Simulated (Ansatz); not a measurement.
Data:

CrCuSe₂:
```yaml
crystal:
  lattice:
    - [1.86243, 1.07528, 6.35475]
    - [-1.86243, 1.07528, 6.35475]
    - [0.00000, -2.15055, 6.35475]
  atoms:
    - { symbol: Se, position: [0.73762, 0.73762, 0.73762] }
    - { symbol: Cr, position: [0.00267, 0.00267, 0.00267] }
    - { symbol: Cu, position: [0.85934, 0.85934, 0.85934] }
    - { symbol: Se, position: [0.25637, 0.25637, 0.25637] }
```
The run is spin-polarised; directions of the spins, atom by atom: 0 ↑ 0 0.

This is the r²SCAN-relaxed structure.

All from r²SCAN (plane waves, PAW; program Ansatz), unless another level is named. Give the electronic character.

no gap, with almost no states at the Fermi level (zero-gap or semimetallic).

Next, the formation energy from the elements (no fitted shifts)?

-0.58 eV/atom.

Space group R3m. The workflow started from an entry of the Crystallography Open Database (COD). Whether it is the stable phase at ambient conditions was not checked. The r²SCAN relaxation kept the symmetry of its start; its stability against distortions is not shown here. Magnetic state: ferromagnetic, the only order run, not a proven ground state. Other orbital occupations within this spin state were not tried. No Hubbard U is applied. The compound may be a true metal, but semilocal functionals without U, or a wrong spin order, can also close a gap. The references are the lowest solids computed at this level, not always the standard phases. Scalar-relativistic: spin–orbit coupling is off unless named, which matters more the heavier the elements.

Potentials: the later of the program's two PAW sets.
